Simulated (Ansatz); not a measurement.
## Structure relaxation, TiAl

The start is a relaxed TiAl cell displaced along its unstable phonon at q = (½, ½, 0) of its primitive reciprocal cell (63i cm⁻¹), largest move 0.15 Å. The structure is fully relaxed (lattice and positions, P = 0) with PBEsol (plane waves to 420 eV, PAW, scalar-relativistic; Ansatz, a quantum-chemistry and plane-wave program). The first steps use a coarse 9×9×9 k-mesh.

Starting cell:
```
CELL_PARAMETERS angstrom
      0.00000     6.31846     6.31846
      3.15923     3.15923     6.31846
      3.15923     3.15923     0.00000
ATOMIC_POSITIONS crystal
  Al 0.01764 0.23236 0.26764
  Al 0.48236 0.26764 0.23236
  Al 0.98236 0.01764 0.01764
  Al 0.51764 0.98236 0.98236
  Ti 0.97626 0.52374 0.52374
  Ti 0.52374 0.47626 0.47626
  Ti 0.02374 0.72626 0.77374
  Ti 0.47626 0.77374 0.72626
```

Energy released: 0.09 eV/atom
Volume change: +2.8 %, from 15.77 to 16.20 Å³/atom
Relative to the parent: It does not go back: it reaches P4₁2₁2 (No. 92), 0.09 eV/atom below the parent
Shortest distances (start → end): The closest pairs of elements (up to four, under 3.6 Å), start → end: Al–Ti 2.72 → 2.74 Å; Al–Al 2.74 → 2.82 Å; Ti–Ti 2.74 → 2.84 Å
Band gap at the end: zero (metallic)
Optimiser moves: 10

Final structure:

Space group P4₁2₁2 (No. 92); a = b = 4.835 Å, c = 5.544 Å, α = β = γ = 90.00°

```csv
atom,site,symmetry,x,y,z
Al,4a,..2,0.2944,0.2944,0.5000
Ti,4a,..2,0.3043,0.3043,0.0000
```

Final values are on a 10×10×9 k-mesh of the relaxed cell. No spin polarisation in the result.

The run could not lose the symmetry of its start, so the end can be a saddle point.

The relaxed structure here is a generated cell of TiAl: the first start was made by placing the elements on the sites of a structure type, and the end was not matched to a known phase here, so it may be hypothetical. Known forms of TiAl include space group No. 123.
